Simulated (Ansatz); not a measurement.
CoSn2 in space group I4/mcm (No. 140; Co on 4a, Sn on 8h), LDA (plane waves, PAW; program Ansatz), all energies at zero smearing, with the estimated change up to a 700 eV cutoff added, with one set of potentials and settings (totals compare only within such a set). Cell of 6 atoms (2 Co, 4 Sn): -33644.501 eV.

```csv
element,reference phase,E (eV/atom)
Co,"P6_3/mmc, 2 atoms in the cell, spin-polarised",-5062.7718
Sn,"I4_1/amd, 2 atoms in the cell",-5879.5359
```

Formation energy per atom, worked out: (-33644.501 − 2×(-5062.7718) − 4×(-5879.5359))/6 = -0.136 eV/atom (-13 kJ per mol of atoms), at 0 K, without zero-point energy or fitted corrections.

The workflow started from a Materials Project entry (that database holds measured and hypothetical structures alike); the Crystallography Open Database files this formula in space group No. 140, but the cells were not matched. Its standing as an ambient phase is unchecked. The LDA relaxation kept the symmetry of its start; whether a distortion lowers the energy is not shown. No spin polarisation was allowed. The references are the lowest solids computed at this level, not always the standard phases. Scalar-relativistic: spin–orbit coupling is off unless named, which matters more the heavier the elements.

Potentials: the later of the program's two PAW sets.
